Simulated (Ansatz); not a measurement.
Input and output for Yb (fcc type): DFT, PBE, all-electron LAPW, scalar-relativistic (Ansatz 0.2.0). This run: ground state by LAPW.

This is a prototype cell at a chosen volume, and whether it is the ground state is a separate question.

Command: `ansatz run input.yaml --threads 2 --pin off --max-ram 6144MiB --backend cpu --events-out ev --progress --plain --runs-dir out` It took 99 s on 2 threads of Arm Neoverse V1, with other jobs on the host, peak memory 0.99 GiB.

```yaml
crystal:
  lattice:
    - [0.0, 5.2231707614, 5.2231707614]
    - [5.2231707614, 0.0, 5.2231707614]
    - [5.2231707614, 5.2231707614, 0.0]
  atoms:
    - { symbol: Yb, position: [0.0, 0.0, 0.0] }
    - { symbol: Yb, position: [0.0, 0.0, 0.5] }
    - { symbol: Yb, position: [0.0, 0.5, 0.0] }
    - { symbol: Yb, position: [0.0, 0.5, 0.5] }
    - { symbol: Yb, position: [0.5, 0.0, 0.0] }
    - { symbol: Yb, position: [0.5, 0.0, 0.5] }
    - { symbol: Yb, position: [0.5, 0.5, 0.0] }
    - { symbol: Yb, position: [0.5, 0.5, 0.5] }
kpoints:
  mp_grid: { grid: [5, 5, 5] }
scf:
  occupations: { method: fermi_dirac, width: 0.0816 }
hamiltonian:
  xc: pbe
  pseudopotentials: { kind: all_electron, lapw: { basis_error: 0.001 } }
output:
  forces: true
  stress: true
  eigenvalues: true
```

Output:

```
LAPW: plane waves up to 7.054 Å⁻¹, error target 1.0e-3 eV per atom; small_component_spin mean_spin; Yb in spheres of 1.847 Å, 34 of its electrons in bands, Dirac shells [] (how accurate: hamiltonian.pseudopotentials.lapw.basis_error, Limitations)
Engine: ansatz 0.2.0
Pseudopotentials: kind: all_electron
Pseudopotential: Yb, LAPW, valence charge 34, lapw/all_electron/scalar/gaussian/Yb, Koelling and Harmon's equation, gaussian nucleus
Functional definition: PBE
  parameter kappa = 0.804
  parameter beta = 0.06672455060314922
  exchange = pbe_x(kappa = kappa, mu = beta*pi^2/3)
  correlation = pbe_c(beta = beta)
Crystal: 8 atoms, lattice volume = 284.992 Å³
Basis set: ecut = 189.56870311158153 eV, 1687 PW (Γ), exchange–correlation at level 2
Bands: 164, of which v1, the nominal top of the filled ones, is band 136 counted from 1 (135 counted from 0)
Symmetry: 384 space group operations
Space group: Fm-3m (ITA 225), of the structure as read, at distance tolerance 6.6e-5 Å
k-points: 10 of 125
Non-local potential: Yb, projectors of the file, none
Initial density: superposition of atomic densities (chi_scale 0.1, normalization cell)
Initial wavefunctions: plane waves of lowest kinetic energy (no species holds an atomic orbital)
Functional: x = pbe(κ = 0.804, μ = 0.2195149727645171), c = pbe(β = 0.06672455060314922)
iter 1 solved again at ethr=1.82e-3 eV; its pass at ethr=1.00e-1 eV (dr2=4.95e0 eV) is discarded
SCF iter   1: F=—  HF=-3060365.570555 eV  |F-HF|=—  |Δ(HF+E_count)|=         —  Δρ=4.30e-2  dr2=4.96e0  ethr=1.82e-3  ⟨swp⟩=2.0  Hψ=10070  notcnv=0
preconditioner: auto → Kerker (q_TF=auto, 2.707 Å⁻¹)  [metal: Δε(μ)=0.003 eV  Ē_g=8.516 eV  σ=0.082 eV  W_gap=0.01  n_scr=112 (ndim 8)  ℏωp=29.2 eV  f_vac=0.002  D(μ)=151.07/eV (n_scr^D=4572)]
SCF iter   2: F=—  HF=-3060780.843173 eV  |F-HF|=—  |Δ(HF+E_count)|=    4.15e2  Δρ=2.49e-2  dr2=1.34e0  ethr=1.82e-3  ⟨swp⟩=3.0  Hψ=5209  notcnv=0
SCF iter   3: F=—  HF=-3060497.610814 eV  |F-HF|=—  |Δ(HF+E_count)|=    2.83e2  Δρ=1.63e-2  dr2=5.25e-1  ethr=4.93e-4  ⟨swp⟩=3.0  Hψ=5118  notcnv=0
SCF iter   4: F=—  HF=-3060352.454832 eV  |F-HF|=—  |Δ(HF+E_count)|=    1.45e2  Δρ=7.71e-3  dr2=1.03e-1  ethr=1.93e-4  ⟨swp⟩=3.0  Hψ=6152  notcnv=0
[... lines left out ...]
  E_smearing   = -0.408309  (= −TS)
  E_closure    = 0.000000  (closes the sum)
  E_atoms      = -3060331.553677  (free atoms, spherical and without spin; not in F)
  Σ components = -3060345.403792   (vs F -3060345.403792, Δ=0.00e0)
  Basis errors (estimates in eV, not in F): energy 3.5e-5 per atom: plane waves 1.7e-5 (8.9e-6 summed), levels above the bands 2.6e-27, relativity 5.1e-8, radial functions 1.8e-5, core shells 3.6e-9; eigenvalues (radial functions only) 3.8e-7; not estimated: angular momenta, meshes, grids; target (lapw.basis_error) 1.0e-3; muffin-tin radii Yb 1.847 Å
--- Forces (eV/Å), atoms counted from 1 ---
  atom   1  Yb    -0.00000000     0.00000000    -0.00000000
  atom   2  Yb    -0.00000000     0.00000000    -0.00000000
  atom   3  Yb    -0.00000000     0.00000000     0.00000000
  atom   4  Yb    -0.00000000     0.00000000    -0.00000000
  atom   5  Yb    -0.00000000     0.00000000     0.00000000
  atom   6  Yb    -0.00000000     0.00000000     0.00000000
  atom   7  Yb    -0.00000000    -0.00000000     0.00000000
  atom   8  Yb    -0.00000000    -0.00000000     0.00000000
  max |Σ_I F_I| component: 1.96e-30 eV/Å
--- Stress (GPa, compression-positive) ---
        0.047003       0.000000      -0.000000
        0.000000       0.047003      -0.000000
       -0.000000      -0.000000       0.047003
  P = ⅓ Tr σ = 0.0470 GPa (0.470 kbar)
--- Band table (eV; the first three rows and the last of 10) ---
  k-point 0: bands = ["-163.3231", "-163.3231", "-163.3231", "-163.3231", "-163.3231", "-163.3231", "-163.3231", "-163.3231", "-163.3231", "-163.3231", "-163.3231", "-163.3231", "-163.3231", "-163.3231", "-163.3231", "-163.3231", "-163.3231", "-163.3231", "-163.3231", "-163.3231", "-163.3231", "-163.3231", "-163.3231", "-163.3231", "-163.3096", "-163.3096", "-163.3096", "-163.3096", "-163.3096", "-163.3096", "-163.3096", "-163.3096", "-163.3096", "-163.3096", "-163.3096", "-163.3096", "-163.3096", "-163.3096", "-163.3096", "-163.3096", "-39.6713", "-39.6541", "-39.6541", "-39.6541", "-39.6541", "-39.6484", "-39.6484", "-39.6484", "-12.2291", "-12.2291", "-12.2291", "-12.2291", "-12.2080", "-12.2080", "-12.2080", "-12.0055", "-12.0055", "-12.0055", "-12.0055", "-12.0055", "-12.0055", "-11.9257", "-11.9257", "-11.9257", "-11.9257", "-11.9257", "-11.9257", "-11.9257", "-11.9257", "-11.8779", "-11.8779", "-11.8779", "6.7861", "10.1198", "10.1198", "10.1198", "10.1198", "10.7523", "10.7523", "10.7523", "11.4206", "11.4449", "11.4449", "11.4449", "11.4449", "11.4967", "11.4967", "11.4967", "11.4967", "11.5027", "11.5027", "11.5027", "11.5027", "11.5027", "11.5027", "11.5027", "11.5027", "11.5117", "11.5117", "11.5117", "11.5117", "11.5117", "11.5117", "11.5130", "11.5130", "11.5130", "11.5143", "11.5143", "11.5143", "11.5146", "11.5146", "11.5146", "11.5729", "11.5729", "11.5729", "11.5806", "11.5806", "11.5806", "11.5806", "11.5806", "11.5806", "11.5945", "11.5945", "11.5945", "11.5945", "11.5945", "11.5945", "11.5945", "11.5945", "11.6097", "11.6097", "11.6097", "11.6133", "11.6133", "11.6133", "11.6133", "12.0607", "12.0607", "12.0607", "12.3607", "12.3607", "12.3607", "12.3607", "13.7328", "13.7328", "13.7328", "14.6303", "14.6303", "14.6303", "14.6303", "14.6303", "14.6303", "14.6303", "14.6303", "14.8526", "14.8526", "14.8526", "17.0018", "17.0018", "18.5745", "18.5745", "18.5745", "18.5745", "18.5745"]
  k-point 1: bands = ["-163.3231", "-163.3231", "-163.3231", "-163.3231", "-163.3231", "-163.3231", "-163.3231", "-163.3231", "-163.3231", "-163.3231", "-163.3231", "-163.3231", "-163.3231", "-163.3231", "-163.3231", "-163.3231", "-163.3231", "-163.3231", "-163.3231", "-163.3231", "-163.3231", "-163.3231", "-163.3231", "-163.3231", "-163.3096", "-163.3096", "-163.3096", "-163.3096", "-163.3096", "-163.3096", "-163.3096", "-163.3096", "-163.3096", "-163.3096", "-163.3096", "-163.3096", "-163.3096", "-163.3096", "-163.3096", "-163.3096", "-39.6697", "-39.6557", "-39.6535", "-39.6535", "-39.6535", "-39.6489", "-39.6489", "-39.6489", "-12.2148", "-12.2148", "-12.2148", "-12.1968", "-12.1923", "-12.1923", "-12.1923", "-12.0165", "-12.0165", "-12.0165", "-11.9980", "-11.9980", "-11.9980", "-11.9465", "-11.9465", "-11.9465", "-11.9334", "-11.9334", "-11.9334", "-11.9212", "-11.9212", "-11.9127", "-11.8825", "-11.8825", "7.0195", "9.6306", "10.2700", "10.2700", "10.2700", "10.7883", "10.7883", "10.7883", "11.4232", "11.4476", "11.4476", "11.4476", "11.4529", "11.4894", "11.5015", "11.5015", "11.5015", "11.5045", "11.5045", "11.5045", "11.5046", "11.5046", "11.5046", "11.5064", "11.5064", "11.5064", "11.5088", "11.5096", "11.5096", "11.5132", "11.5132", "11.5132", "11.5137", "11.5137", "11.5137", "11.5185", "11.5185", "11.5194", "11.5194", "11.5194", "11.5556", "11.5556", "11.5556", "11.5809", "11.5809", "11.5809", "11.5857", "11.5857", "11.5861", "11.5861", "11.5861", "11.5919", "11.5919", "11.5919", "11.5969", "11.5969", "11.5982", "11.5982", "11.5982", "11.6000", "11.6000", "11.6000", "11.6100", "11.6129", "12.1703", "12.1703", "12.1703", "12.3221", "12.3221", "12.3221", "12.6180", "13.5708", "13.5708", "13.5708", "14.3415", "14.3415", "14.3415", "14.5453", "14.7342", "14.7342", "14.8386", "14.8386", "14.8386", "14.9680", "14.9680", "16.8647", "16.8647", "17.5912", "17.5912", "17.5912", "18.1125", "18.1125"]
  k-point 2: bands = ["-163.3231", "-163.3231", "-163.3231", "-163.3231", "-163.3231", "-163.3231", "-163.3231", "-163.3231", "-163.3231", "-163.3231", "-163.3231", "-163.3231", "-163.3231", "-163.3231", "-163.3231", "-163.3231", "-163.3231", "-163.3231", "-163.3231", "-163.3231", "-163.3231", "-163.3231", "-163.3231", "-163.3231", "-163.3096", "-163.3096", "-163.3096", "-163.3096", "-163.3096", "-163.3096", "-163.3096", "-163.3096", "-163.3096", "-163.3096", "-163.3096", "-163.3096", "-163.3096", "-163.3096", "-163.3096", "-163.3096", "-39.6654", "-39.6600", "-39.6521", "-39.6521", "-39.6521", "-39.6503", "-39.6503", "-39.6503", "-12.1821", "-12.1821", "-12.1821", "-12.1672", "-12.1672", "-12.1672", "-12.1110", "-12.0283", "-12.0283", "-12.0283", "-12.0026", "-11.9953", "-11.9953", "-11.9953", "-11.9781", "-11.9781", "-11.9781", "-11.9535", "-11.9535", "-11.9535", "-11.9093", "-11.9093", "-11.8945", "-11.8945", "7.6803", "8.6397", "10.6036", "10.6036", "10.6036", "10.8051", "10.8051", "10.8051", "11.4320", "11.4470", "11.4594", "11.4594", "11.4594", "11.4837", "11.4837", "11.4837", "11.4873", "11.4983", "11.5086", "11.5086", "11.5086", "11.5088", "11.5088", "11.5088", "11.5122", "11.5122", "11.5122", "11.5128", "11.5128", "11.5128", "11.5156", "11.5156", "11.5156", "11.5278", "11.5278", "11.5322", "11.5322", "11.5339", "11.5339", "11.5339", "11.5389", "11.5389", "11.5389", "11.5666", "11.5666", "11.5686", "11.5686", "11.5686", "11.5697", "11.5697", "11.5830", "11.5830", "11.5830", "11.5878", "11.5878", "11.5878", "11.6077", "11.6077", "11.6077", "11.6102", "11.6102", "11.6102", "11.6109", "11.6120", "12.2671", "12.2671", "12.2671", "12.2953", "12.2953", "12.2953", "13.1798", "13.4021", "13.4021", "13.4021", "13.7647", "13.7647", "13.7647", "13.8757", "14.9830", "14.9830", "15.1271", "15.1271", "15.4413", "15.4413", "15.4413", "16.3852", "16.3852", "16.3852", "16.7799", "16.7799", "17.2765", "17.2765"]
  k-point 9: bands = ["-163.3231", "-163.3231", "-163.3231", "-163.3231", "-163.3231", "-163.3231", "-163.3231", "-163.3231", "-163.3231", "-163.3231", "-163.3231", "-163.3231", "-163.3231", "-163.3231", "-163.3231", "-163.3231", "-163.3231", "-163.3231", "-163.3231", "-163.3231", "-163.3231", "-163.3231", "-163.3231", "-163.3231", "-163.3096", "-163.3096", "-163.3096", "-163.3096", "-163.3096", "-163.3096", "-163.3096", "-163.3096", "-163.3096", "-163.3096", "-163.3096", "-163.3096", "-163.3096", "-163.3096", "-163.3096", "-163.3096", "-39.6620", "-39.6573", "-39.6573", "-39.6555", "-39.6509", "-39.6509", "-39.6498", "-39.6491", "-12.1511", "-12.1511", "-12.1433", "-12.1223", "-12.1143", "-12.1109", "-12.1109", "-12.1039", "-12.0618", "-12.0540", "-12.0540", "-12.0357", "-11.9838", "-11.9798", "-11.9789", "-11.9669", "-11.9669", "-11.9572", "-11.9572", "-11.9505", "-11.9372", "-11.9220", "-11.9220", "-11.9076", "8.2446", "9.1761", "9.1761", "9.4661", "11.0645", "11.0645", "11.1945", "11.4098", "11.4415", "11.4546", "11.4546", "11.4590", "11.4590", "11.4706", "11.4706", "11.4744", "11.4830", "11.4830", "11.4864", "11.4931", "11.5045", "11.5045", "11.5109", "11.5130", "11.5154", "11.5158", "11.5158", "11.5200", "11.5222", "11.5222", "11.5236", "11.5236", "11.5245", "11.5246", "11.5275", "11.5351", "11.5351", "11.5357", "11.5362", "11.5417", "11.5419", "11.5465", "11.5479", "11.5500", "11.5500", "11.5584", "11.5584", "11.5644", "11.5651", "11.5664", "11.5664", "11.5684", "11.5790", "11.5791", "11.5808", "11.5871", "11.5871", "11.5923", "11.5930", "11.5930", "11.6222", "11.6222", "11.6606", "11.9093", "12.2007", "12.4210", "12.4210", "12.6410", "12.8555", "12.8741", "13.0170", "13.0505", "13.0505", "13.2042", "13.2042", "13.5148", "13.9080", "14.1911", "14.1911", "14.7758", "15.5332", "15.5332", "15.6112", "15.6112", "15.6509", "15.6718", "15.6855", "15.8586", "16.1782", "16.5300", "16.5444", "16.5444"]
```

Next run (atom 1 (Yb) replaced by Lu), as changes to the input before:

```diff
   atoms:
-    - { symbol: Yb, position: [0.0, 0.0, 0.0] }
+    - { symbol: Lu, position: [0.0, 0.0, 0.0] }
```

Results part of the output:

```
SCF 1 converged in 24 iterations: F = -3074044.997659 eV  dr2 = 1.81e-8
SCF converged after 24 iterations
[... lines left out ...]
  k-point 2: bands = ["-175.7196", "-175.7196", "-175.7196", "-175.7156", "-175.7156", "-163.3546", "-163.3546", "-163.3546", "-163.3546", "-163.3546", "-163.3546", "-163.3516", "-163.3516", "-163.3516", "-163.3516", "-163.3516", "-163.3516", "-163.3360", "-163.3360", "-163.3360", "-163.3360", "-163.3360", "-163.3360", "-163.3305", "-163.3305", "-163.3305", "-163.3305", "-163.3305", "-163.3305", "-163.3253", "-163.3253", "-163.3253", "-163.3217", "-163.3217", "-163.3217", "-163.3217", "-163.3217", "-163.3217", "-163.3138", "-163.3138", "-45.0009", "-39.6637", "-39.6504", "-39.6477", "-39.6424", "-39.6424", "-39.6407", "-39.6407", "-15.6443", "-15.6443", "-15.6429", "-12.1693", "-12.1693", "-12.1667", "-12.1483", "-12.0835", "-12.0644", "-12.0644", "-12.0085", "-12.0085", "-12.0082", "-11.9892", "-11.9755", "-11.9755", "-11.9587", "-11.9584", "-11.9584", "-11.9286", "-11.9084", "-11.9084", "-11.8890", "-11.8890", "6.2609", "6.2641", "6.2641", "6.2655", "6.2694", "6.2694", "6.2694", "7.6109", "8.5734", "10.4349", "10.5630", "10.5630", "10.7551", "10.7551", "10.7774", "11.4221", "11.4468", "11.4512", "11.4564", "11.4564", "11.4684", "11.4826", "11.4865", "11.4865", "11.4900", "11.4900", "11.4951", "11.4959", "11.4967", "11.4967", "11.5014", "11.5014", "11.5044", "11.5044", "11.5051", "11.5093", "11.5093", "11.5173", "11.5173", "11.5203", "11.5232", "11.5232", "11.5239", "11.5361", "11.5361", "11.5383", "11.5421", "11.5421", "11.5499", "11.5599", "11.5599", "11.5631", "11.5631", "11.5718", "11.5744", "11.5775", "11.5775", "11.5779", "11.5893", "11.5893", "11.5959", "11.5981", "11.5981", "11.6047", "12.1038", "12.1038", "12.1975", "12.2457", "12.2473", "12.2473", "12.9755", "13.3053", "13.3053", "13.3134", "13.6169", "13.6595", "13.6595", "13.8510", "14.7612", "14.7612", "15.0437", "15.0437", "15.1849", "15.1849", "15.4866", "16.1331", "16.1331", "16.4266", "16.6865", "16.6865", "17.1848", "17.1848"]
  k-point 9: bands = ["-175.7196", "-175.7196", "-175.7196", "-175.7156", "-175.7156", "-163.3546", "-163.3546", "-163.3546", "-163.3546", "-163.3546", "-163.3546", "-163.3516", "-163.3516", "-163.3516", "-163.3516", "-163.3516", "-163.3516", "-163.3360", "-163.3360", "-163.3360", "-163.3360", "-163.3360", "-163.3360", "-163.3305", "-163.3305", "-163.3305", "-163.3305", "-163.3305", "-163.3305", "-163.3253", "-163.3253", "-163.3253", "-163.3217", "-163.3217", "-163.3217", "-163.3217", "-163.3217", "-163.3217", "-163.3138", "-163.3138", "-45.0009", "-39.6627", "-39.6495", "-39.6476", "-39.6442", "-39.6431", "-39.6412", "-39.6398", "-15.6439", "-15.6435", "-15.6430", "-12.1399", "-12.1343", "-12.1116", "-12.1084", "-12.0952", "-12.0712", "-12.0672", "-12.0389", "-12.0316", "-12.0249", "-11.9994", "-11.9831", "-11.9662", "-11.9608", "-11.9504", "-11.9490", "-11.9431", "-11.9308", "-11.9185", "-11.9131", "-11.9020", "6.2608", "6.2638", "6.2642", "6.2645", "6.2693", "6.2693", "6.2693", "8.1678", "9.0428", "9.1650", "9.4182", "10.9691", "11.0325", "11.1529", "11.3964", "11.4268", "11.4387", "11.4427", "11.4483", "11.4585", "11.4635", "11.4660", "11.4759", "11.4794", "11.4854", "11.4884", "11.4902", "11.4937", "11.5007", "11.5038", "11.5062", "11.5071", "11.5073", "11.5089", "11.5133", "11.5138", "11.5151", "11.5157", "11.5183", "11.5195", "11.5247", "11.5265", "11.5291", "11.5311", "11.5340", "11.5405", "11.5426", "11.5433", "11.5456", "11.5467", "11.5509", "11.5528", "11.5568", "11.5609", "11.5614", "11.5653", "11.5707", "11.5755", "11.5787", "11.5821", "11.5975", "11.6024", "11.6299", "11.8351", "12.1009", "12.3033", "12.3262", "12.5351", "12.7144", "12.7152", "12.8713", "12.9310", "13.0437", "13.0927", "13.1440", "13.4430", "13.7671", "14.0189", "14.1492", "14.6763", "15.0874", "15.3150", "15.3329", "15.5445", "15.6297", "15.6467", "15.6759", "15.8044", "16.0385", "16.2480", "16.4561", "16.5555"]
```

Spin–orbit coupling is left out, which matters for the heavy atoms.
